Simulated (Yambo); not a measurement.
G0W0@PBEsol for Lu2SeO2 (space group P-3m1, No. 164) in Yambo. Reference settings: 3×3×2 Γ-centred k mesh, bands 8 to 138 and a 7 Ry block in the screening, 138 bands in G with the Bruneval-Gonze terminator, plasmon pole fitted at 27.2 eV. The PBEsol gap A → Γ on this mesh is 1.84 eV; G0W0 gaps are taken between the same points.

Gap (A → Γ) in eV against the number of bands and the screening block, terminator on:

```csv
bands (W and G),2 Ry,3 Ry,4 Ry,6 Ry,7 Ry
52,3.757,3.767,3.820,3.939,3.951
67,3.390,3.412,3.503,3.656,3.672
88,3.271,3.292,3.398,3.578,3.600
113,3.209,3.237,3.349,3.553,3.579
138,3.186,3.215,3.328,3.552,3.582
```

Rough cost of the Yambo step against the reference (shared machines):

```
bands (W and G)  2 Ry  3 Ry  4 Ry  6 Ry  7 Ry
---------------  ----  ----  ----  ----  ----
52                1/3   1/4   1/4   1/3   1/4
67                1/4   1/3   1/4   1/3   1/3
88                1/2   1/2   1/2    ~1   1/2
113               1/2   1/2    ~1    ~1    ~1
138                ~1    ~1    ~1    ~1     1
```

At the largest block the last step in bands moves the gap by 0.003 eV; at the most bands the last step in the block moves it by 0.030 eV.

Spin-orbit splittings are left out. The 4f states are in the valence at their DFT position.

The standard potential for Se keeps a d shell in the valence without the s and p states of that shell. In tests on such compounds this moved G0W0 gaps by up to about 0.9 eV, so absolute quasiparticle energies here are unreliable; differences between settings are what counts.

Geometry of the Materials Project entry, not relaxed at this level; primitive cell a = 3.716 Å, b = 3.716 Å, c = 6.647 Å, α = 90.00°, β = 90.00°, γ = 120.00°.

The structure is a Materials Project entry; no match was found in the copy of COD used, and its stability was not checked.
